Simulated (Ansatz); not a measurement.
Values for one crystal, relaxed and computed with DFT-r²SCAN in the program Ansatz with PAW potentials; other levels are named.

* **Volume per atom**: 10.82 Å³
* **Band gap**: 0.15 eV (indirect)
* **Elastic constants (relaxed ions, GPa)**: C11 = 88.2, C12 = 77.6, C44 = 84.4
* **Valence-band maximum**: at Γ
* **Pressure derivative B′**: 3.8
* **Smallest direct gap on the standard path**: 0.28 eV
* **Electron effective mass with spin–orbit coupling**: 0.30, 0.30, 1.9 mₑ (principal values)

**Question.** Which of these materials gives this?
A. GaN, zinc blende
B. La2O3, La2O3 or Ni2Al3 type
C. CuI, zinc blende
D. LaH3, Fm-3m (La on 4a, H on 4b, H on 8c)

**Answer.** D, LaH3, Fm-3m (La on 4a, H on 4b, H on 8c)

The workflow started from a Materials Project entry (that database holds measured and hypothetical structures alike); the Crystallography Open Database copy checked does not list it. Its standing as an ambient phase is unchecked. Symmetry was held in the r²SCAN relaxation. At this level the phase is dynamically unstable (imaginary phonons). Scalar-relativistic: spin–orbit coupling is off unless named, which matters more the heavier the elements.

Potentials: the later of the program's two PAW sets.
